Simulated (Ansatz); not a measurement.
# KMnF3: pressure against volume

KMnF3, Pm-3m, a = 4.187 Å. The structure is a COD entry; whether it is the stable form wasn't checked. Ansatz: r2SCAN, PAW, 500 eV, Γ-centred 6×6×6 mesh on 5 atoms, Gaussian smearing 0.02 eV; collinear spin, largest moment 4.2 μB. Symmetry fixes shape and atoms, so the cell is only scaled; pressure is positive in compression.

```tsv
V (Å³/atom)	P (GPa)
12.923	?
13.364	8.40
13.804	5.10
14.245	2.31
14.685	-0.05
15.126	-2.04
15.566	-3.72
16.154	-5.56
```

Problem. Take V0 = 14.685 Å³/atom, count pressures from its P0 = -0.05 GPa, fit the third-order Birch–Murnaghan form to the other rows, and predict the missing pressure.

Solution. With the Eulerian strain f = ½[(V0/V)^(2/3) − 1] and y = (P − P0)/[3f(1 + 2f)^(5/2)], the form is the line y = B0 + 1.5 B0 (B0′ − 4) f. Rows (f, y): 0.03243, 74.2; 0.02105, 73.6; 0.01024, 73.0; -0.00977, 71.3; -0.01905, 70.8; -0.03079, 69.9. Means f = 0.0006850, y = 72.133; Σ(Δf)² = 0.003003, ΣΔfΔy = 0.2091; the slope is their ratio. y = 72.09 + 69.62 f GPa, so B0 = 72.1 GPa and B0′ = 4 + 2 × (69.62)/(3 × 72.09) = 4.64. At V = 12.923, f = 0.04447, y = 75.19 and P = 12.36 GPa. The run gave 12.33 GPa, so the fit is 0.03 GPa too high, a small miss on the scale of the series.

The state reached may not be the lowest one. The cell holds one magnetic atom, so it can only be ferromagnetic; an antiferromagnetic order may lie lower.

Symmetry holds off the tilts and polar distortions that many cubic perovskites undergo.